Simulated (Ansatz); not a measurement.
## NbSnCl in Ansatz, single run

Run with:

```bash
ansatz run input.yaml --threads 1 --pin off --max-ram 2560MiB --backend cpu --events-out ev --progress --plain --runs-dir out
```

Input:

```yaml
crystal:
  lattice:
    - [7.401191, 0.0, 0.0]
    - [-3.700596, 6.409624, 0.0]
    - [0.0, 0.0, 4.109132]
  atoms:
    - { symbol: Nb, position: [0.582, 0.0, 0.5] }
    - { symbol: Nb, position: [0.418, 0.418, 0.5] }
    - { symbol: Nb, position: [0.0, 0.582, 0.5] }
    - { symbol: Cl, position: [0.252, 0.0, 0.0] }
    - { symbol: Cl, position: [0.748, 0.748, 0.0] }
    - { symbol: Cl, position: [0.0, 0.252, 0.0] }
    - { symbol: Sn, position: [0.3333, 0.6667, 0.0] }
    - { symbol: Sn, position: [0.6667, 0.3333, 0.0] }
    - { symbol: Sn, position: [0.0, 0.0, 0.5] }
  symmetry: { tolerance: 0.0003 }
kpoints:
  mp_grid: { grid: [4, 4, 6], shift: [0, 0, 0] }
magnetization:
  spin_polarized: false
scf:
  occupations: { method: methfessel_paxton, width: 0.0824 }
hamiltonian:
  pseudopotentials: { kind: paw }
  xc: pbe
basis:
  ecutwfc: 420
output:
  forces: true
  stress: true
  eigenvalues: true
```

Origin of the cell: a known structure type with other elements, at an estimated volume, so it need not be a known compound.

Output (shortened):

```
Warning: the atoms were moved onto the symmetric positions of the space group found under crystal.symmetry.tolerance 3.0e-4 (fractional; no operation is sought that the atoms, as they stand i […]
Pseudopotentials: kind: paw
Pseudopotential: Nb, paw, valence charge 13, recommended cutoff 420 eV (normal), Nb.paw.azcp
Pseudopotential: Cl, paw, valence charge 7, recommended cutoff 420 eV (normal), Cl.paw.azcp
Pseudopotential: Sn, paw, valence charge 14, recommended cutoff 420 eV (normal), Sn.paw.azcp
Functional definition: PBE
  exchange = pbe_x(kappa = kappa, mu = beta*pi^2/3)
  correlation = pbe_c(beta = beta)
Crystal: 9 atoms, lattice volume = 194.933 Å³
Basis set: ecut = 420 eV, 3829 PW (Γ), exchange–correlation on 100×100×60 points (8 copies of the dense FFT grid, shifted against one another)
Bands: 62, of which v1, the nominal top of the filled ones, is band 51 counted from 1 (50 counted from 0)
Symmetry: 12 space group operations
[… 8 lines left out …]
Initial density: superposition of atomic densities (neutral atoms: chi_scale 0, normalization atom), corrected by the library's trained network
Functional: x = pbe(κ = 0.804, μ = 0.219515), c = pbe(β = 0.066725)
SCF iter   1: F=—  HF=-34961.848458 eV  Δρ=9.76e-3  dr2=1.57e-1
SCF iter   2: F=—  HF=-34961.830938 eV  S|Δr|=    0.00e0  Δρ=5.44e-3  dr2=5.80e-2
SCF iter   3: F=—  HF=-34961.823693 eV  S|Δr|=    0.00e0  Δρ=7.44e-4  dr2=1.19e-3
SCF iter   4: F=—  HF=-34961.823769 eV  S|Δr|=    0.00e0  Δρ=1.85e-4  dr2=1.06e-4
SCF iter   5: F=—  HF=-34961.823782 eV  S|Δr|=    0.00e0  Δρ=4.45e-5  dr2=3.61e-6
SCF iter   6: F=—  HF=-34961.823586 eV  S|Δr|=    0.00e0  Δρ=9.72e-6  dr2=2.26e-7
SCF iter   7: F=-34961.823586 eV  HF=-34961.823586 eV  S|Δr|=    0.00e0  Δρ=2.91e-6  dr2=2.34e-8
SCF 1 converged in 7 iterations: F = -34961.823586 eV  dr2 = 2.34e-8
SCF converged after 7 iterations
Stability not checked: this state was not tested for a lower state beside it, because cold or Methfessel-Paxton smearing, or corrected tetrahedra, fill the levels in a way that the test cannot read (fill_not_monotonic; […]
Free energy (F): -34961.823586 eV
Harris-Foulkes:  -34961.823586 eV  (|F-HF|=1.30e-8)
Internal energy: -34961.829516 eV  (E = F + TS)
E sigma→0 (E₀):  -34961.825069 eV
Entropy (-TS):   0.005929 eV (0.659 meV/atom)
Fermi energy:    11.980253 eV
--- Per-component energies (eV) ---
  E_band       = -583.393669
  E_kinetic    = 2217.698432
  E_local      = -5599.821785  (includes V_loc(G=0)·N_el)
  E_nonlocal   = 356.947718
  E_hartree    = 2553.038862
  E_xc         = -1988.814358
  E_vxc        = -1284.326893  (∫ρ·V_xc dr)
  E_paw        = -23608.324824  (= ΣΔE_a)
  E_vpaw       = -1379.964779  (= ΣTr[D̂ρ^β])
  E_aug_tail   = 0.000307  (compensation charges beyond the density's cutoff)
  E_ewald      = -8892.553868
  E_smearing   = 0.005929  (= −TS)
  Σ components = -34961.823586   (vs F -34961.823586, Δ=0.00e0)
--- Forces (eV/Å), atoms counted from 1 ---
  atom   1  Nb    -0.242325    -0.000000     0.000000
  atom   2  Nb     0.121163     0.209860     0.000000
  atom   3  Nb     0.121163    -0.209860     0.000000
  atom   4  Cl     0.082996     0.000000     0.000000
  atom   5  Cl    -0.041498    -0.071876     0.000000
  atom   6  Cl    -0.041498     0.071876     0.000000
  atom   7  Sn    -0.000000     0.000000     0.000000
  atom   8  Sn     0.000000    -0.000000     0.000000
  atom   9  Sn     0.000000     0.000000     0.000000
  max |Σ_I F_I| component: 1.10e-16 eV/Å
--- Stress (GPa, compression-positive) ---
        3.109067       0.000000       0.000000
        0.000000       3.109067       0.000000
        0.000000       0.000000      -2.669654
  P = ⅓ Tr σ = 1.1828 GPa (11.828 kbar)
```

Caveats: no moments, though an odd count or open d shells may carry them.

Time: 6 s on 1 thread of AMD EPYC 9R45 96-Core Processor (Zen 5), with other jobs on the host, peak memory 0.51 GiB, from the program's own first density.
